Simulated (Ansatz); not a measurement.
# SbPd (P6_3/mmc): electronic heat capacity and spin susceptibility from the density of states

Theory: DFT r2SCAN, scalar-relativistic, plane waves, PAW (Ansatz).

Plane waves to 500 eV, a k mesh through Γ of 12×12×8 on the computed 4-atom cell and Gaussian smearing (0.10 eV); no spin polarisation.

Relaxed cell: P6_3/mmc, a = 4.110 Å, b = 4.110 Å, c = 5.638 Å, α = 90.00°, β = 90.00°, γ = 120.00°, 4 atoms in the primitive cell. Whether it is the stable form of this composition wasn't checked.

The density of states at the Fermi level is 1.655 states/eV in the cell of 4 atoms (2 formula units; both spins, tetrahedra on a 18×18×12 mesh).

Problem. What Sommerfeld coefficient and Pauli susceptibility does this give?

Solution. Per formula unit N(E_F) = 0.827 states/eV. γ = (π²/3) k_B² N(E_F) N_A = 2.357 mJ/(mol K²) per state/eV, so γ = 2.0 mJ/(mol K²), a mole of formula units. χ_P = μ_B² N(E_F) N_A = 3.23×10⁻⁵ emu/mol per state/eV gives 2.7×10⁻⁵ emu/mol. This is the bare band result: a measured γ of the same phase is as a rule larger by a factor 1 + λ from phonons and spin fluctuations, the spin part of χ is larger by the Stoner factor, and a measured χ also holds orbital and core terms. N(E_F) at one energy is sensitive to the mesh where the density of states has sharp peaks.

Spin-orbit coupling is left out, which matters for the bands of heavy elements.

Cost: 1 run of about 1.7 core-minutes, on Oxide Virtual Turin-like Processor (Zen 5) (shared hosts).